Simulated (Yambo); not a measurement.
BSE-type run in Yambo on AgI (zinc blende, space group F-43m, No. 216), at zero momentum. LDA wavefunctions on a 4×4×4 mesh, a = b = c = 4.4860 Å, α = β = γ = 60.00°.

Yambo input:
```
rim_cut
optics
bse
bss
dipoles
em1s
RandQpts= 1000000
RandGvec= 1 Ry
FFTGvecs= 40 Ry
Chimod= "HARTREE"
BSKmod= "SEX"
BSEmod= "resonant"
BSSmod= "hs"
BSENGexx= 15 Ry
BSENGBlk= 4 Ry
% KfnQP_E
 1.311 | 1.0 | 1.0 |
%
% BSEQptR
 1 | 1 |
%
% BSEBands
 6 | 17 |
%
% BEnRange
 0.0 | 10.6 | eV
%
% BDmRange
 0.15 | 0.15 | eV
%
BEnSteps= 212
% BLongDir
 1.0 | 0.0 | 0.0 |
%
BSHayTrs= -0.02
BSSNEig= 24
WRbsWF
% BndsRnXs
 5 | 39 |
%
NGsBlkXs= 4 Ry
% LongDrXs
 1.0 | 1.0 | 1.0 |
%
```

From the report:

The dimension is k points × valence × conduction bands = 64 × 8 × 4 = 2048.
```
   [SLEPC] Approach                          : Krylov-Schur
   [SLEPC] Number of requested eigenvalues   :  24
   [SLEPC] Number of eigenvalues        [NEV]:  24
    [K] Dimension                                    :  2048
    [K] Bands                                        :   6  17
    [K] Exchange res                                 : yes
    [K] Correlation res                              : yes
    [K] W interaction is bare                        : no
    [K] RL vectors exchange                          :   459
    [K] RL vectors correlation                       :   65
    [W] Matrix size                                  :   65
    [W] Bands                                        :    5   39
    [W] Coulomb Cutoff                               : none
    [W] Hxc Kernel                                   : HARTREE
```

Spin-orbit coupling is not included.

Geometry relaxed with LDA.
